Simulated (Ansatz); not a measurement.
## Ag: axial (c/a) deformation path

Theory: DFT PBEsol, scalar-relativistic, plane waves, PAW in Ansatz. Settings: plane waves to 420 eV, k-mesh 24×24×24 (Γ-centred), Gaussian smearing 0.15 eV. No spin polarisation. Energies are free energies at this smearing, counted from the undisturbed cell; pressure is positive in compression.

The undisturbed cell (relaxed at this level; this form isn't the usual structure):

```
Ag
1.0
     1.43437    0.82813    7.01967
    -1.43437    0.82813    7.01967
     0.00000   -1.65627    7.01967
Ag
3
Direct
  0.00000 0.00000 0.00000
  0.77769 0.77769 0.77769
  0.22231 0.22231 0.22231
```

At fixed volume and fractional coordinates, lengths along (0.000, 0.000, 1.000) are scaled against those across it; ρ is that ratio over its starting value. The cell is metallic on the mesh throughout.

| ρ | ΔE (meV/atom) | pressure (GPa) |
| --- | --- | --- |
| 0.850 | ? | ? |
| 0.920 | 28.7 | 1.0 |
| 1.000 | 0.0 | 0.0 |
| 1.100 | 34.6 | 1.4 |
| 1.200 | 135.4 | 5.3 |

(1) Give the withheld values.

Results:

(1) ΔE (meV/atom) at ρ = 0.850: 91.7; pressure (GPa) at ρ = 0.850: 3.4.

Cost: 5 runs of about 4.6 core-minutes in all, on Intel Xeon Platinum 8488C (Sapphire Rapids) (shared hosts).